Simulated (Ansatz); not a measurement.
The end of the path is a generated cell of NaYCl4: the first start was made by placing the elements on the sites of a structure type, and the end was not matched to a known phase here, so it may be hypothetical.

A geometry of NaYCl4 away from equilibrium: the start of the relaxation of a generated trial cell of NaYCl4 in the AFLOW prototype ABC4_mP12_13_e_a_2g (E1_b, as in AgTe4Au). Computed with r2SCAN (plane waves to 500 eV, PAW, scalar-relativistic; Ansatz, a quantum-chemistry and plane-wave program). Γ-centred k-mesh 3×4×3 on the run's cell (coarser than for final values), Fermi–Dirac smearing 0.05 eV.

```xyz
12
Lattice="8.5822 0.0000 0.0000 0.0000 4.3355 0.0000 -5.5736 0.0000 8.1261" Properties=species:S:1:pos:R:3 pbc="T T T"
Na     2.8977     2.2467     2.0315
Na     0.1109     2.0888     6.0946
Cl     2.1137     0.1205     5.7021
Cl    -1.8919     0.1205     6.4871
Cl     0.8949     4.2150     2.4240
Cl     4.9005     4.2150     1.6390
Cl    -3.6800     1.7537     7.7564
Cl     3.9017     1.7537     4.4328
Cl     6.6885     2.5818     0.3697
Cl    -0.8932     2.5818     3.6933
Y      0.0000     0.0000     0.0000
Y     -2.7868     0.0000     4.0631
```

Task: What forces act on the atoms (eV/Å)?

Result: 
```
atom     Fx     Fy     Fz
----  -----  -----  -----
Na1    0.00  -0.11   0.00
Na2    0.00   0.11   0.00
Cl3   -1.03  -0.88   1.02
Cl4    1.03  -0.88  -1.02
Cl5    1.03   0.88  -1.02
Cl6   -1.03   0.88   1.02
Cl7   -1.66   1.59   0.64
Cl8    1.66   1.59  -0.64
Cl9    1.66  -1.59  -0.64
Cl10  -1.66  -1.59   0.64
Y11    0.00   0.00   0.00
Y12    0.00   0.00   0.00
```

Task: What is the pressure?

Result: +2.2 GPa, compression positive.

Task: How much energy per atom can still be gained by relaxing?

Result: 0.31 eV/atom; the path ends in P2/m (No. 10).

No spin polarisation in the result. Without a van der Waals term the distances between weakly bound units are poorly fixed.

The run could not lose the symmetry of its start, so the end can be a saddle point.
